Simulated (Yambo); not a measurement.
G0W0@LDA for SrClF (space group P4/nmm, No. 129) in Yambo. Reference settings: 4×4×2 Γ-centred k mesh, 131 bands and a 6 Ry block in the screening, 131 bands in G with the Bruneval-Gonze terminator, plasmon pole fitted at 27.2 eV. The LDA gap Γ → Γ on this mesh is 5.64 eV; G0W0 gaps are taken between the same points.

With and without the terminator, as bands are cut:

```
bands in G (in W)  gap, terminator (eV)  gap, none (eV)  valence shift, terminator (eV)  valence shift, none (eV)
-----------------  --------------------  --------------  ------------------------------  ------------------------
55 (131)                          8.824           8.758                          -1.595                    -0.992
88 (131)                          8.806           8.790                          -1.704                    -1.414
131 (131)                         8.796           8.786                          -1.731                    -1.577
```

Over this range the gap spans 0.028 eV with the terminator and 0.032 eV without, the valence shift 0.136 eV and 0.585 eV. Neither column has reached its limit for certain.

Geometry of the Materials Project entry, not relaxed at this level; primitive cell a = 4.1296 Å, b = 4.1296 Å, c = 6.9766 Å, α = 90.00°, β = 90.00°, γ = 90.00°.

A shift is the quasiparticle energy of the state minus its LDA energy.
